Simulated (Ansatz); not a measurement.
# Computed properties of Na2ClF (ordering on rocksalt)

All numbers come from the PAW code Ansatz. No spin polarisation and no zero-point or thermal motion; the cell was built from a prototype and may be hypothetical.

An ordered 4-atom cell of Na2ClF on the rocksalt lattice (R-3m), relaxed with r2SCAN. Space group R-3m (No. 166), trigonal; conventional cell a = 3.621 Å, c = 17.762 Å, 16.81 Å³ an atom. F is surrounded by 6 Na at 2.43 Å; Cl is surrounded by 6 Na at 2.71 Å; Na is surrounded by 3 F at 2.43 Å and 3 Cl at 2.71 Å.

On this one geometry the levels give:
```json
{"level": "PBE", "k mesh": "8×8×8", "gap (eV)": "4.34", "kind": "direct", "edges": "Γ", "least direct gap (eV)": "4.34"}
{"level": "r2SCAN", "k mesh": "8×8×8", "gap (eV)": "5.02", "kind": "direct", "edges": "Γ", "least direct gap (eV)": "5.02"}
{"level": "HSE06", "k mesh": "6×6×6", "gap (eV)": "5.78", "kind": "direct", "edges": "Γ", "least direct gap (eV)": "5.78"}
{"level": "PBE0", "k mesh": "6×6×6", "gap (eV)": "6.52", "kind": "direct", "edges": "Γ", "least direct gap (eV)": "6.52"}
{"level": "G0W0@PBE (200 empty bands, 120 eV, 4×4×4)", "k mesh": "4×4×4", "gap (eV)": "7.36", "kind": "–", "edges": "Γ (mesh)", "least direct gap (eV)": "–"}
```
PBE: smearing of 0.02 eV; the others have fixed occupations.
Wave cutoffs: 420 eV, 500 eV (r2SCAN).
The G0W0 gap is PBE's gap over the path plus the quasiparticle shift read on the mesh. G0W0 here is at a finite number of bands, screening cutoff and k mesh, not at the basis limit.

With HSE06 the gap is 5.78 eV and direct, at Γ.

r2SCAN covers 47 % of the step from PBE to HSE06, while HSE06 needs about 30 times r2SCAN's cost (on a coarser mesh). Among these functionals the gap stays direct.

r2SCAN (ground state on 8×8×8): The clamped-ion dielectric constant comes out as 2.21 along x and y, 2.16 along z. Born charges, averaged over directions: F -1.12, Cl -0.98, Na +1.05 e.
